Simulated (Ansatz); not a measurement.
## Structure search: one NaCuH2 candidate

Method: DFT PBE, scalar-relativistic, plane waves, PAW (Ansatz 0.2.0). Cutoff 420 eV, Gaussian smearing, Γ-centred meshes. Cell and atoms relax first on a coarse mesh and then on a finer one. In between, the cell is made exact in the group found at 0.06 Å. In metals the finer mesh still leaves noise of several meV/atom or more. The steps can't lower the symmetry of their start. No spin polarisation.

The guess for NaCuH2 was made by a generator: ordered mixture on the cation sites of tungsten carbide (P-6m2, No. 187) (occupants of the shared sites, in ratio, Cu: 1, Na: 1). The dimensions are guesses.

```cif
data_structure
_symmetry_space_group_name_H-M 'P 1'
_symmetry_Int_Tables_number 1
_cell_length_a 3.2675
_cell_length_b 3.2675
_cell_length_c 6.4043
_cell_angle_alpha 90.000
_cell_angle_beta 90.000
_cell_angle_gamma 120.000
_cell_volume 59.22
loop_
_atom_site_label
_atom_site_type_symbol
_atom_site_fract_x
_atom_site_fract_y
_atom_site_fract_z
_atom_site_occupancy
Na1 Na 0.00000 0.00000 0.50000 1
Cu1 Cu 0.00000 0.00000 0.00000 1
H1 H 0.33333 0.66667 0.25000 1
H2 H 0.33333 0.66667 0.75000 1
```

The zero of energy is the elements' standard structures at the same level (H₂ as a molecule); no fitted shifts are applied.

Question: What does it relax into?

Answer: The symmetry stays P-6m2 (No. 187). The volume per atom shrinks by 32.6 %, from 14.8 to 10.0 Å³. The shortest distance goes from 2.47 Å (Cu–H and Na–H) to 2.03 Å (Cu–H). The energy falls by about 0.23 eV/atom (the start's value is from the coarse mesh). Conventional cell: a = 2.862 Å, c = 5.627 Å. Na has 6 H at 2.32 Å, 2 Cu at 2.81 Å and 6 Na at 2.86 Å; Cu has 6 H at 2.03 Å and 2 Na at 2.81 Å; H has 3 Cu at 2.03 Å, 3 Na at 2.32 Å and 1 H at 2.37 Å.

Space group P-6m2 (No. 187). a = 2.862 Å, b = 2.862 Å, c = 5.627 Å, α = 90.00°, β = 90.00°, γ = 120.00°
```csv
atom,site,symmetry,x,y,z
Na,1b,-6m2,0.0000,0.0000,0.5000
Cu,1a,-6m2,0.0000,0.0000,0.0000
H,2h,3m.,0.3333,0.6667,0.2107
```

Question: How does it come out in energy, and is it a metal?

Answer: The formation energy is +0.31 eV/atom. The gap on the 18×18×8 mesh of the 4-atom cell is 0 eV (a metal).

It can't be a ground state, since the elements alone are lower.

The last run used Gaussian smearing of 0.10 eV. With hydrogen, zero-point motion can shift formation energies by some tens of meV/atom. Symmetry constrained the relaxation, so the result can be a saddle point. In all, the 3 runs took 2.5 min on 1 thread of Arm Neoverse N1, with other jobs on the host.
